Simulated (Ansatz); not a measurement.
P:
```xyz
10
Lattice="5.5946 0.0000 0.0000 -1.5415 6.0729 0.0000 0.0000 0.0000 33.0000" Properties=species:S:1:pos:R:3 pbc="T T F"
P      5.5917     0.0066    18.2223
P      5.5917     0.0066    14.7777
P     -0.8969     4.0576    17.6230
P     -0.8969     4.0576    15.3770
P      0.1198     1.3652    16.5000
P      1.2450     3.8864    14.7903
P      1.2450     3.8864    18.2097
P      1.9026     5.9064    15.3596
P      1.9026     5.9064    17.6404
P      1.9518     2.6337    16.5000
```
Free-standing layer in the xy plane with vacuum along z and no interaction between images.

Relaxed with r²SCAN+D4.

Task: All from DFT-r²SCAN+D4 in the program Ansatz with PAW potentials, unless another level is named. Give the band gap.

Result: 1.36 eV (indirect).

Task: And the HSE06 ionisation potential?

Result: 5.49 eV.

Task: Predict the electron effective mass, in the valley off the standard path, at k = (0.432, -0.411, 0.000).

Result: 0.40 along x, 0.60 along y (mₑ).

Space group Pm. The layer was cut from a bulk entry of the Materials Project (measured or hypothetical); whether that bulk phase is the ambient one, and whether the layer has been isolated, was not checked. The r²SCAN+D4 relaxation kept the symmetry of its start; its stability against distortions is not shown here.

Potentials: the later of the program's two PAW sets.
